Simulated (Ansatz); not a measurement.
Si₂Rh₃:
```xyz
5
Lattice="3.9586 0.0000 0.0000 -1.9793 3.4283 0.0000 0.0000 0.0000 5.0325" Properties=species:S:1:pos:R:3 pbc="T T T"
Si     0.0000     2.2855     0.9960
Si     1.9793     1.1428     4.0366
Rh     0.0000     2.2855     3.3894
Rh     1.9793     1.1428     1.6431
Rh     0.0000     0.0000     0.0000
```

Relaxed with PBEsol. Special points in fractions of this cell's reciprocal vectors: Γ (0.000, 0.000, 0.000); M (0.500, 0.000, 0.000); K (0.333, 0.333, 0.000); A (0.000, 0.000, 0.500); L (0.500, 0.000, 0.500); H (0.333, 0.333, 0.500).

List the band energies nearest the Fermi level at these points for DFT-PBEsol in the program Ansatz with PAW potentials.

In eV from the Fermi level; about four levels below and three above (degenerate sets whole), none deeper than 8.9 eV; points with the same levels are listed once.

```json
[
 {"k": "Γ", "below": "-1.16 -1.07 -1.07 -0.40", "above": "1.99 4.41 4.41"},
 {"k": "M", "below": "-2.22 -1.52 -1.03 -0.96", "above": "0.27 2.21 2.33"},
 {"k": "K", "below": "-2.20 -1.69 -1.69 -1.60", "above": "1.51 1.51 2.30"},
 {"k": "A", "below": "-2.43 -2.43 -1.95 -1.95 -1.42", "above": "0.36 0.36 1.26"},
 {"k": "L", "below": "-1.91 -1.79 -1.45 -0.81", "above": "1.25 2.24 3.54"},
 {"k": "H", "below": "-1.75 -1.73 -1.11 -1.11", "above": "1.29 1.32 1.32"}
]
```

Space group P-3m1 (La2O3 or Ni2Al3 type). The workflow started from a Materials Project entry (that database holds measured and hypothetical structures alike); the Crystallography Open Database copy checked does not list it. Its standing as an ambient phase is unchecked. Symmetry was held in the PBEsol relaxation; whether a distortion lowers the energy is not shown. The run is not spin-polarised. Spin–orbit coupling is left out wherever it is not named.

Potentials: the later of the program's two PAW sets.
